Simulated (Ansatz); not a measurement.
This guess for Al4Te is about to be relaxed.

```
Al Te
1.0
     3.30963    0.00000    0.00000
     0.00000    3.30963    0.00000
     0.00000    0.00000    7.02079
Al Te
4 1
Cartesian
  0.0000 0.0000 2.3403
  0.0000 0.0000 4.6805
  1.6548 1.6548 2.3403
  1.6548 1.6548 4.6805
  0.0000 0.0000 0.0000
```

These are results of DFT PBE, scalar-relativistic, plane waves, PAW in Ansatz 0.2.0, not measurements. Cutoff 420 eV, Gaussian smearing, Γ-centred meshes. Cell and atoms relax first on a coarse mesh and then on a finer one. In between, the cell is made exact in the group found at 0.06 Å. In metals the finer mesh still leaves noise of several meV/atom or more. The steps can't lower the symmetry of their start. No spin polarisation.

A guess keeps its type if space group and coordination stay and the shape of the cell changes little (axis ratios within about 15 %, angles within 6°); the volume may change.

Task: Does this structure survive the relaxation?

Result: It doesn't keep its type. The symmetry stays P4/mmm (No. 123). The volume per atom grows by 40.9 %, from 15.4 to 21.7 Å³. The shortest distance goes from 2.34 Å (Al–Te and Al–Al) to 2.63 Å (Al–Al). The ratio c/a of the conventional cell changes by a factor of 1.26. Counting neighbours within 15 % of an atom's shortest distance, the start has Al 5/6, Te 2 and the end Al 5/8, Te 14. In detail, at the end Al on its first site has 1 Al at 2.63 Å, 4 Al at 2.82 Å, 1 Te at 3.27 Å and 4 Al at 3.43 Å; Al on its second site has 4 Al at 2.82 Å, 4 Te at 3.04 Å, 4 Al at 3.43 Å and 1 Al at 3.67 Å; Te is surrounded by 8 Al at 3.04 Å, 2 Al at 3.27 Å and 4 Te at 3.43 Å.

```yaml
crystal:
  lattice:
    - [3.43474, 0.00000, 0.00000]
    - [0.00000, 3.43474, 0.00000]
    - [0.00000, 0.00000, 9.18164]
  atoms:
    - { symbol: Al, position: [0.00000, 0.00000, 0.35658] }
    - { symbol: Al, position: [0.00000, 0.00000, 0.64342] }
    - { symbol: Al, position: [0.50000, 0.50000, 0.19984] }
    - { symbol: Al, position: [0.50000, 0.50000, 0.80016] }
    - { symbol: Te, position: [0.00000, 0.00000, 0.00000] }
```

The last run used a 10×10×6 mesh (in the run's order of axes) for its 5-atom cell and Gaussian smearing of 0.10 eV. Spin–orbit coupling, which can matter for Te, is left out. Symmetry constrained the relaxation, so the result can be a saddle point.

In counts of neighbours, a slash parts the counts of unlike sites.
